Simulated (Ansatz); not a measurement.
A generator proposed this cell of Al3Ga2As5.

Space group I-4m2 (No. 119). a = 3.860 Å, b = 3.860 Å, c = 27.293 Å, α = 90.00°, β = 90.00°, γ = 90.00°
```
atom  site  symmetry       x       y       z
  Al    2a      -4m2  0.0000  0.0000  0.0000
  Al    4e      2mm. 0.5000  0.5000  0.1000
  Ga    4e      2mm. 0.0000  0.0000  0.2000
  As    4f      2mm. 0.0000  0.5000  0.1500
  As    2d      -4m2  0.5000  0.0000  0.2500
  As    4f      2mm. 0.5000  0.0000  0.4500
```

Theory: DFT PBE, scalar-relativistic, plane waves, PAW (Ansatz). Settings: cutoff 420 eV, Γ-centred mesh 6×6×6 on the computed 10-atom cell, Gaussian smearing of 0.10 eV; no spin polarisation.

The zero of energy is the elements' standard structures at the same level; no fitted shifts are applied.

Task: How far from equilibrium is it?

Result: The pressure is 13.3 GPa (the mean over three directions, positive in compression), the largest force is 0.09 eV/Å, and the energy is −0.31 eV/atom against the elements. The shortest distance is 2.36 Å.

Task: Is it a good guess?

Result: A fair one: relaxing gains about 0.12 eV/atom in 8 ionic steps and ends at −0.432 eV/atom on the finer mesh. The symmetry stays I-4m2 (No. 119). The volume per atom grows by 16.0 %, from 20.3 to 23.6 Å³. The shortest distance goes from 2.36 Å (Al–As and Ga–As) to 2.48 Å (Al–As). Conventional cell: a = 4.055 Å, c = 28.678 Å. Around Al on a site of symmetry -4m2 lie 4 As at 2.48 Å; Ga has 4 As at 2.49 Å; As on a site of symmetry 2mm is surrounded by 2 Al at 2.48 Å and 2 Ga at 2.49 Å; 3 more sites not described.

The last run used a 10×10×10 mesh for its 10-atom cell and Gaussian smearing of 0.02 eV. The reference form of As is held partly by dispersion forces, which this level lacks. The relaxation can't lower the symmetry of the start, and the grade says only how near the guess is to its own end. A structure relaxed within its symmetry needn't be a true minimum.
